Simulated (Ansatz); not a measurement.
This log comes from Ansatz, run on an ordered 6-atom cell of Al₂BP₃ on the zincblende lattice (Imm2). It starts from a guessed cell.

Structure:
```xyz
6
Lattice="-1.7288 5.1865 2.4449 1.7288 -5.1865 2.4449 1.7288 5.1865 -2.4449" Properties=species:S:1:pos:R:3 pbc="T T T"
B     0.0000    0.0000    0.0000
P     0.0000    5.1865    1.2225
Al    0.0000    6.9153    0.0000
P     0.0000    1.7288    1.2225
Al    0.0000    3.4576    0.0000
P     1.7288    3.4576   -1.2225
```

The log, with set-up remarks and timings taken out:
```
Functional definition: PBE
Crystal: 6 atoms, lattice volume = 87.689 Å³
Basis set: ecut = 420 eV, 1681 PW (Γ), FFT grids on a1+a2, a2+a3, a3
Bands: 18, of which v1, the nominal top of the filled ones, is band 12 counted from 1 (11 counted from 0)
Symmetry: 4 space group operations
Space group: Imm2 (ITA 44)
k-points: 95 of 512 (time reversal used)
preconditioner: auto → none  [insulator: Δε(μ)=0.972 eV  σ=0.020 eV  ℏωp=19.4 eV]
SCF 1 converged in 7 iterations: F = -3497.063423 eV  dr2 = 7.06e-9
relax step 1: F+E_penalty+E_count = -3497.06342296 eV  max|allowed force component| = 5.492e0 eV/Å  Δτ_max = 0.0000 Å  P = +33.998 GPa  Ω = 87.689 Å³
SCF 2 converged in 7 iterations: F = -3500.051423 eV  dr2 = 3.36e-8
relax step 2: F+E_penalty+E_count = -3500.05142345 eV  max|allowed force component| = 1.241e0 eV/Å  Δτ_max = 0.1991 Å  P = +6.561 GPa  Ω = 99.748 Å³
SCF 3 converged in 6 iterations: F = -3500.319241 eV  dr2 = 1.37e-7
relax step 3: F+E_penalty+E_count = -3500.31924148 eV  max|allowed force component| = 3.337e-1 eV/Å  Δτ_max = 0.0872 Å  P = +1.024 GPa  Ω = 103.680 Å³
SCF 4 converged in 5 iterations: F = -3500.344248 eV  dr2 = 1.52e-7
relax step 4: F+E_penalty+E_count = -3500.34424758 eV  max|allowed force component| = 4.618e-2 eV/Å  Δτ_max = 0.0166 Å  P = +0.426 GPa  Ω = 104.549 Å³
SCF 5 converged in 4 iterations: F = -3500.345014 eV  dr2 = 2.94e-7
relax step 5: F+E_penalty+E_count = -3500.34501420 eV  max|allowed force component| = 4.318e-2 eV/Å  Δτ_max = 0.0027 Å  P = -0.051 GPa  Ω = 105.011 Å³
SCF 6 converged in 4 iterations: F = -3500.345224 eV  dr2 = 3.61e-8
relax step 6: F+E_penalty+E_count = -3500.34522435 eV  max|allowed force component| = 7.298e-3 eV/Å  Δτ_max = 0.0026 Å  P = +0.001 GPa  Ω = 104.963 Å³
SCF 7 converged in 4 iterations: F = -3500.345230 eV  dr2 = 3.42e-10
relax step 7: F+E_penalty+E_count = -3500.34523015 eV  max|allowed force component| = 3.427e-4 eV/Å  Δτ_max = 0.0003 Å  P = -0.000 GPa  Ω = 104.963 Å³
SCF 8 converged in 6 iterations: F = -3500.363188 eV  dr2 = 1.89e-12
relax step 8: F+E_penalty+E_count = -3500.36318835 eV  max|allowed force component| = 4.568e-4 eV/Å  Δτ_max = 0.0000 Å  P = +0.228 GPa  Ω = 104.963 Å³  (SCF on a basis re-selected at this cell)
SCF 9 converged in 4 iterations: F = -3500.363297 eV  dr2 = 4.72e-8
relax step 9: F+E_penalty+E_count = -3500.36329743 eV  max|allowed force component| = 1.897e-3 eV/Å  Δτ_max = 0.0005 Å  P = +0.008 GPa  Ω = 105.191 Å³
SCF 10 converged in 5 iterations: F = -3500.363368 eV  dr2 = 6.20e-12
relax step 10: F+E_penalty+E_count = -3500.36336842 eV  max|allowed force component| = 1.895e-3 eV/Å  Δτ_max = 0.0000 Å  P = +0.008 GPa  Ω = 105.191 Å³  (SCF on a basis re-selected at this cell)
SCF converged after 5 iterations
Free energy (F): -3500.363368 eV
Fermi energy:    6.923774 eV
--- Forces (eV/Å), atoms counted from 1 ---
  atom   1  B       0.00000      0.00000    -0.00091
  atom   2  P       0.00000      0.00000    -0.00028
  atom   3  Al      0.00000    -0.00189      0.00017
  atom   4  P       0.00000    -0.00046      0.00043
  atom   5  Al      0.00000      0.00189      0.00017
  atom   6  P       0.00000      0.00046      0.00043
--- Stress (GPa, compression-positive) ---
        0.009601       0.000000       0.000000
        0.000000       0.002139       0.000000
        0.000000       0.000000       0.013551
  P = ⅓ Tr σ = 0.0084 GPa (0.084 kbar)
--- Relaxed structure (8 steps of the walk, 8 accepted, 2 SCFs on fresh bases) ---
  F+E_penalty+E_count = -3500.36336842 eV   max|allowed force component| = 1.895e-3 eV/Å
  cell:  # Å, volume = 105.1905 Å³
    - [-1.808763, 5.506332, 2.640418]
    - [1.808763, -5.506332, 2.640418]
    - [1.808763, 5.506332, -2.640418]
  atoms:
    - { symbol: B, position: [0.006099, 0.006099, 0.000000] }
    - { symbol: P, position: [0.799666, 0.299666, 0.500000] }
    - { symbol: Al, position: [0.664299, 0.001661, 0.662637] }
    - { symbol: P, position: [0.369123, 0.220456, 0.148666] }
    - { symbol: Al, position: [0.339024, 0.001661, 0.337363] }
    - { symbol: P, position: [0.071790, 0.220456, 0.851334] }
```

Q: What input produced it? Give the YAML.

A:
```yaml
crystal:
  # lattice and atoms as above
kpoints:
  mp_grid: { grid: [8, 8, 8] }
hamiltonian:
  xc: pbe
scf:
  occupations: { method: fermi_dirac, width: 0.02 }
relax:
  f_tol: 0.005
  cell: {}
```
The relax steps with a changing cell volume need the relax block with cell. Keys that aren't typed take their defaults; thresholds and the kind of smearing can't be read off these lines.

Run as `ansatz run input.yaml --threads 4 --pin off --max-ram 6451MiB --backend cpu --events-out ev --progress --plain --runs-dir out`. It took 39 s on 4 threads of Arm Neoverse V1, on a shared host; peak host memory 0.49 GiB.

All values are calculated for a non-magnetic cell, which may be hypothetical.
